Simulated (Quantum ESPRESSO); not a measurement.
## NbTi2O5F3 (input and log of a self-consistent run)

Simulated, not a measurement. The program is pw.x of Quantum ESPRESSO 7.5 (plane-wave density functional theory). The cell is made up: 11 atoms on a fluorite lattice with one site empty, with randomly drawn elements, strain and displacements, not relaxed. PseudoDojo standard norm-conserving files (v0.5 for PBE, v0.4.1 for LDA and PBEsol) set the functional; there is no spin polarisation, spin-orbit coupling or dispersion term, and the masses in the input are unused placeholders.

Input:

```
&control calculation='scf', pseudo_dir='./dojo.nc.sr.pbe.v0_5.standard.upf', outdir='./o', disk_io='low', tprnfor=.true., tstress=.true. /
&system ibrav=0, nat=11, ntyp=4, nbnd=50, ecutwfc=107.82251126, nosym=.true., tot_charge=0,
 occupations='smearing', smearing='fd', degauss=0.0018374661
/
&electrons conv_thr=7.350e-09, electron_maxstep=60, /
ATOMIC_SPECIES
F 1.0 F.upf
Nb 1.0 Nb.upf
O 1.0 O.upf
Ti 1.0 Ti.upf
CELL_PARAMETERS angstrom
4.8615 0.0 0.0
0.0 4.8615 0.0
0.0 0.0 4.8615
ATOMIC_POSITIONS angstrom
Nb -0.0184 0.0009 0.0129
Ti -0.0053 2.4274 2.4408
Ti 2.4095 -0.0021 2.4423
O 1.1858 1.2991 1.2803
F 1.2035 1.217 3.6563
O 1.1906 3.6777 1.1911
O 1.1662 3.6761 3.6811
O 3.6433 1.1697 1.2324
F 3.6249 1.2309 3.6404
O 3.641 3.6728 1.2443
F 3.6766 3.6419 3.639
K_POINTS automatic
7 7 7 1 1 1
```

The log is shortened where brackets say so; the opening notice, blank lines, dates and the lines on written files are dropped, and the path of the files is cut. It prints rydbergs, bohrs and kilobars, and counts compression as positive stress. With no partly filled state, the Fermi energy that it prints is only some level between the filled and the empty states on the mesh, and need not lie in the true gap.

```
     Program PWSCF v.7.5
     Parallel version (MPI & OpenMP), running on       4 processor cores
     Number of MPI processes:                 4
     Threads/MPI process:                     1
     [start-up lines left out]
     bravais-lattice index     =            0
     lattice parameter (alat)  =       9.1869  a.u.
     unit-cell volume          =     775.3673 (a.u.)^3
     number of atoms/cell      =           11
     number of atomic types    =            4
     number of electrons       =        88.00
     number of Kohn-Sham states=           50
     kinetic-energy cutoff     =     107.8225  Ry
     charge density cutoff     =     431.2900  Ry
     scf convergence threshold =      7.3E-09
     mixing beta               =       0.7000
     number of iterations used =            8  plain     mixing
     Exchange-correlation= PBE
                           (   1   4   3   4   0   0   0)
     [axes and pseudopotential details left out]
   Cartesian axes
     site n.     atom                  positions (alat units)
         1        Nb     tau(   1) = (  -0.0037848   0.0001851   0.0026535  )
         2        Ti     tau(   2) = (  -0.0010902   0.4993109   0.5020673  )
         3        Ti     tau(   3) = (   0.4956289  -0.0004320   0.5023758  )
         4        O      tau(   4) = (   0.2439165   0.2672221   0.2633549  )
         5        F      tau(   5) = (   0.2475573   0.2503343   0.7520930  )
         6        O      tau(   6) = (   0.2449038   0.7564949   0.2450067  )
         7        O      tau(   7) = (   0.2398848   0.7561658   0.7571943  )
         8        O      tau(   8) = (   0.7494189   0.2406048   0.2535020  )
         9        F      tau(   9) = (   0.7456341   0.2531935   0.7488224  )
        10        O      tau(  10) = (   0.7489458   0.7554870   0.2559498  )
        11        F      tau(  11) = (   0.7562686   0.7491309   0.7485344  )
     number of k points=   172  Fermi-Dirac smearing, width (Ry)=  0.0018
     Number of k-points >= 100: set verbosity='high' to print them.
     Dense  grid:   117377 G-vectors     FFT dimensions: (  64,  64,  64)
     Estimated max dynamical RAM per process >     657.00 MB
     Estimated total dynamical RAM >       2.48 GB
     Initial potential from superposition of free atoms
     starting charge      87.9945, renormalised to      88.0000
     Starting wfcs are   62 randomized atomic wfcs
     total cpu time spent up to now is       50.6 secs
     per-process dynamical memory:   591.7 Mb
     Self-consistent Calculation
     iteration #  1     ecut=   107.82 Ry     beta= 0.70
     Davidson diagonalization with overlap
     ethr =  1.00E-02,  avg # of iterations =  2.0
     total cpu time spent up to now is      148.2 secs
     total energy              =    -672.65427943 Ry
     estimated scf accuracy    <       5.96836434 Ry
     iteration #  2     ecut=   107.82 Ry     beta= 0.70
     Davidson diagonalization with overlap
     ethr =  6.78E-03,  avg # of iterations =  9.0
     total cpu time spent up to now is      321.1 secs
     total energy              =    -664.13866136 Ry
     estimated scf accuracy    <     103.37126766 Ry
     iteration #  3     ecut=   107.82 Ry     beta= 0.70
     Davidson diagonalization with overlap
     ethr =  6.78E-03,  avg # of iterations =  7.4
     total cpu time spent up to now is      431.5 secs
     total energy              =    -676.02841944 Ry
     estimated scf accuracy    <       2.23728026 Ry
     iteration #  4     ecut=   107.82 Ry     beta= 0.70
     Davidson diagonalization with overlap
     ethr =  2.54E-03,  avg # of iterations =  2.4
     total cpu time spent up to now is      490.2 secs
     total energy              =    -676.11294540 Ry
     estimated scf accuracy    <       1.25131210 Ry
     iteration #  5     ecut=   107.82 Ry     beta= 0.70
     Davidson diagonalization with overlap
     ethr =  1.42E-03,  avg # of iterations =  1.1
     total cpu time spent up to now is      544.2 secs
     total energy              =    -675.93356116 Ry
     estimated scf accuracy    <       0.87057212 Ry
     [iterations 6 to 18 left out]
     iteration # 19     ecut=   107.82 Ry     beta= 0.70
     Davidson diagonalization with overlap
     ethr =  1.12E-09,  avg # of iterations =  5.6
     total cpu time spent up to now is     1598.8 secs
     total energy              =    -676.01229942 Ry
     estimated scf accuracy    <       0.00000005 Ry
     iteration # 20     ecut=   107.82 Ry     beta= 0.70
     Davidson diagonalization with overlap
     ethr =  5.42E-11,  avg # of iterations =  6.7
     total cpu time spent up to now is     1680.6 secs
     total energy              =    -676.01229945 Ry
     estimated scf accuracy    <       0.00000007 Ry
     iteration # 21     ecut=   107.82 Ry     beta= 0.70
     Davidson diagonalization with overlap
     ethr =  5.42E-11,  avg # of iterations =  1.7
     total cpu time spent up to now is     1731.4 secs
     total energy              =    -676.01229945 Ry
     estimated scf accuracy    <       0.00000005 Ry
     iteration # 22     ecut=   107.82 Ry     beta= 0.70
     Davidson diagonalization with overlap
     ethr =  5.42E-11,  avg # of iterations =  1.0
     total cpu time spent up to now is     1780.1 secs
     total energy              =    -676.01229944 Ry
     estimated scf accuracy    <       0.00000003 Ry
     iteration # 23     ecut=   107.82 Ry     beta= 0.70
     Davidson diagonalization with overlap
     ethr =  3.89E-11,  avg # of iterations =  5.3
     total cpu time spent up to now is     1840.6 secs
     End of self-consistent calculation
     Number of k-points >= 100: set verbosity='high' to print the bands.
     the Fermi energy is    10.4368 ev
!    total energy              =    -676.01229944 Ry
     estimated scf accuracy    <          6.1E-09 Ry
     smearing contrib. (-TS)   =      -0.00000002 Ry
     internal energy E=F+TS    =    -676.01229942 Ry
     The total energy is F=E-TS. E is the sum of the following terms:
     one-electron contribution =    -216.30181846 Ry
     hartree contribution      =     156.67546194 Ry
     xc contribution           =    -135.69158167 Ry
     ewald contribution        =    -480.69436123 Ry
     convergence has been achieved in  23 iterations
     Forces acting on atoms (cartesian axes, Ry/au):
     atom    1 type  2   force =     0.07096660   -0.07797481    0.25674396
     atom    2 type  4   force =     0.06456238    0.05573896   -0.18849590
     atom    3 type  4   force =    -0.06138363   -0.05472109   -0.18722480
     atom    4 type  3   force =    -0.02824460   -0.04564390    0.03509644
     atom    5 type  1   force =    -0.00659269    0.01553428    0.01335487
     atom    6 type  3   force =    -0.02464115    0.05933254    0.04335183
     atom    7 type  3   force =    -0.02276063    0.03709169   -0.05438835
     atom    8 type  3   force =     0.01667497   -0.01181500    0.03392871
     atom    9 type  1   force =     0.00381143   -0.00441257    0.00222539
     atom   10 type  3   force =     0.02753660    0.00976793    0.03663359
     atom   11 type  1   force =    -0.03992928    0.01710196    0.00877424
     Total force =     0.427618     Total SCF correction =     0.000223
     Computing stress (Cartesian axis) and pressure
          total   stress  (Ry/bohr**3)                   (kbar)     P=      -16.14
  -0.00008152  -0.00008717   0.00014897          -11.99      -12.82       21.91
  -0.00008717  -0.00011594  -0.00014737          -12.82      -17.06      -21.68
   0.00014897  -0.00014737  -0.00013175           21.91      -21.68      -19.38
     init_run     :     48.51s CPU     50.32s WALL (       1 calls)
     electrons    :   1778.48s CPU   1790.02s WALL (       1 calls)
     forces       :      7.92s CPU      7.95s WALL (       1 calls)
     stress       :     29.47s CPU     30.41s WALL (       1 calls)
     [timing details left out]
     PWSCF        :  31m 4.94s CPU  31m19.43s WALL
     JOB DONE.
```

In other units: free energy -9197.616 eV for the cell, pressure -1.61 GPa, largest force component 6.601 eV/Å. This run is the check on a run of the same cell at a cutoff of 1143 eV and k mesh 5 x 5 x 5: rerunning at a cutoff of 1467 eV and k mesh 7 x 7 x 7 moved values by no more than 0.003 eV in energy, 0.05 GPa in stress and 0.004 eV/Å in force.